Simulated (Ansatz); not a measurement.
LaNbN$_{3}$:
```cif
data_LaN3Nb
_chemical_formula_sum 'La1 Nb1 N3'
_space_group_name_H-M_alt 'P 1'
_space_group_IT_number 1
_cell_length_a 4.06292
_cell_length_b 4.06292
_cell_length_c 4.06292
_cell_angle_alpha 90.000
_cell_angle_beta 90.000
_cell_angle_gamma 90.000
loop_
_space_group_symop_operation_xyz
  'x, y, z'
loop_
_atom_site_label
_atom_site_type_symbol
_atom_site_fract_x
_atom_site_fract_y
_atom_site_fract_z
_atom_site_occupancy
La1 La 0.00000 0.00000 0.00000 1
Nb1 Nb 0.50000 0.50000 0.50000 1
N1 N 0.50000 0.50000 0.00000 1
N2 N 0.50000 0.00000 0.50000 1
N3 N 0.00000 0.50000 0.50000 1
```

Relaxed with PBEsol.

Problem. Decompose the optical modes at the zone centre into irreducible representations, and say which are infrared and Raman allowed.

Solution. Point group m-3m: Γ_opt = 3T1u + T2u. Infrared: T1u. Raman: none.

Problem. Assign frequencies (DFPT, PBEsol in the plane-wave PAW code Ansatz).

Solution. T1u 239i, T2u 135i, T1u 108, T1u 624 cm⁻¹.

Space group Pm-3m (cubic perovskite). The start of the workflow was typed in or built on a structure type; neither database checked (COD, Materials Project) lists it. Whether it is the stable phase at ambient conditions was not checked. Symmetry was held in the PBEsol relaxation. At this level the phase is dynamically unstable (imaginary phonons). The workflow began spin-polarised and lost its moments. As this level gives no gap, phonon frequencies hold no LO–TO term and depend on the k-mesh and smearing (Fermi–Dirac, 0.1 eV here). Scalar-relativistic: spin–orbit coupling is off unless named, which matters more the heavier the elements.

Potentials: the later of the program's two PAW sets.
